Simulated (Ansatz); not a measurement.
**Zincblende alloy of GaAs and BAs (8 of 32 Ga sites exchanged), 64 atoms**

Ansatz, PAW, plane waves. PBEsol relaxation of volume and atoms (shape held) at the single k point (¼, ¼, ¼) without its symmetry partners; single points on the relaxed atoms at the single k point (¼, ¼, ¼) without its symmetry partners, onto which points of the small cell's zone fold. Arrangement: unlike neighbours preferred. No spin–orbit coupling unless named.

Relaxed structure:

```
Ga B As
1.0
    10.85742    0.00000    0.00000
     0.00000   10.85742    0.00000
     0.00000    0.00000   10.85742
Ga B As
24 8 32
Direct
  0.99994 0.99950 0.99045
  0.00015 0.50059 0.99734
  0.00068 0.49997 0.49935
  0.49977 0.50892 0.00423
  0.50002 0.50851 0.49526
  0.24949 0.25104 0.00025
  0.24765 0.24635 0.50056
  0.25327 0.74978 0.99590
  0.25007 0.75467 0.50474
  0.74951 0.25047 0.00084
  0.75323 0.24613 0.49957
  0.74762 0.75077 0.99611
  0.75008 0.75496 0.50445
  0.25490 0.00238 0.25482
  0.24906 0.99724 0.74694
  0.24484 0.50402 0.75190
  0.74485 0.00213 0.25376
  0.74904 0.99721 0.74700
  0.75492 0.50506 0.75211
  0.99974 0.25453 0.25869
  0.00000 0.74555 0.25822
  0.50014 0.24764 0.25031
  0.49991 0.24078 0.74925
  0.50065 0.74966 0.24972
  0.00078 0.99846 0.51021
  0.49616 0.99259 0.99341
  0.50045 0.99255 0.50540
  0.24915 0.49960 0.24768
  0.74913 0.49796 0.24935
  0.99616 0.24371 0.74233
  0.00043 0.75569 0.74230
  0.50078 0.76047 0.74819
  0.12266 0.12512 0.12629
  0.10254 0.12468 0.62397
  0.14089 0.61386 0.13642
  0.11136 0.64051 0.63606
  0.61035 0.10839 0.10547
  0.61266 0.10969 0.60836
  0.64242 0.61463 0.13928
  0.61431 0.64337 0.64033
  0.36124 0.38927 0.13653
  0.37440 0.37564 0.62505
  0.38652 0.88579 0.11151
  0.39792 0.87599 0.62521
  0.86124 0.38684 0.13901
  0.88653 0.36178 0.63551
  0.87439 0.87532 0.12532
  0.89789 0.87550 0.62575
  0.39039 0.11026 0.39526
  0.38410 0.11100 0.88917
  0.35538 0.61645 0.35931
  0.38975 0.64190 0.85958
  0.88973 0.10986 0.39166
  0.88411 0.13945 0.86073
  0.85540 0.60958 0.36619
  0.89038 0.64553 0.86000
  0.14247 0.38952 0.36437
  0.11036 0.35572 0.85815
  0.11433 0.89056 0.39313
  0.11271 0.85858 0.85943
  0.64090 0.38667 0.36361
  0.62272 0.37652 0.87488
  0.61139 0.88629 0.39028
  0.60253 0.87421 0.87442
```

Problem. What are the mean bond lengths by pair (pairs within 1.2 times the sum of covalent radii, less contacts 15 % beyond the pair's median; cation–cation pairs of compounds aside; long ionic contacts are cut short by that bound)?

Solution. As–B 2.116 ± 0.025 Å (standard deviation, 32 bonds); As–Ga 2.440 ± 0.027 Å (standard deviation, 96 bonds).

Problem. What gap lies between the top filled and the lowest empty level in the single points?

Solution. HSE06 2.20 eV (110 s on NVIDIA H100). Away from Γ this isn't the crystal's band gap. An indirect band minimum needn't fold onto Γ of this cell; where it doesn't, these gaps are too wide.
